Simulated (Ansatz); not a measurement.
HfSiO$_{4}$:
```yaml
crystal:
  lattice:
    - [-3.32327, 3.32327, 3.00736]
    - [3.32327, -3.32327, 3.00736]
    - [3.32327, 3.32327, -3.00736]
  atoms:
    - { symbol: Hf, position: [0.00000, 0.00000, 0.00000] }
    - { symbol: Hf, position: [0.75000, 0.25000, 0.50000] }
    - { symbol: Si, position: [0.25000, 0.75000, 0.50000] }
    - { symbol: Si, position: [0.50000, 0.50000, 0.00000] }
    - { symbol: O, position: [0.13473, 0.31891, 0.81582] }
    - { symbol: O, position: [0.06891, 0.75309, 0.68418] }
    - { symbol: O, position: [0.50309, 0.31891, 0.18418] }
    - { symbol: O, position: [0.06891, 0.38473, 0.31582] }
    - { symbol: O, position: [0.61527, 0.93109, 0.68418] }
    - { symbol: O, position: [0.68109, 0.86527, 0.18418] }
    - { symbol: O, position: [0.24691, 0.93109, 0.31582] }
    - { symbol: O, position: [0.68109, 0.49691, 0.81582] }
```

Relaxed with PBE. Special points in fractions of this cell's reciprocal vectors: Γ (0.000, 0.000, 0.000); X (0.000, 0.000, 0.500); M (-0.500, 0.500, 0.500); Z (0.455, 0.455, -0.455); Z0 (-0.455, 0.545, 0.455); P (0.250, 0.250, 0.250); N (0.000, 0.500, 0.000).

List the band energies nearest the valence-band maximum at these points for plane-wave PAW PBE (Ansatz code).

In eV from the valence-band maximum; about four levels below and three above (degenerate sets whole), none deeper than 8.9 eV; points with the same levels are listed once.

| k | below | above |
|---|---|---|
| Γ | -0.58 -0.58 -0.52 0.00 | 5.66 5.97 5.97 |
| X | -0.87 -0.87 -0.56 -0.56 | 5.33 5.33 6.41 6.41 6.41 6.41 |
| M | -1.04 -1.04 -0.88 -0.88 | 6.11 6.11 6.43 6.43 |
| Z | -0.99 -0.99 -0.81 -0.81 | 6.02 6.19 6.34 |
| P | -1.09 -1.09 -0.47 -0.47 | 5.33 5.33 6.61 6.61 |
| N | -0.93 -0.78 -0.24 -0.21 | 5.56 5.71 6.45 |

Space group I4_1/amd. The cell was relaxed with PBE under the symmetry of its start. No spin polarisation was allowed. Scalar-relativistic: spin–orbit coupling is off unless named, which matters more the heavier the elements.

Potentials: the earlier of the program's two PAW sets.
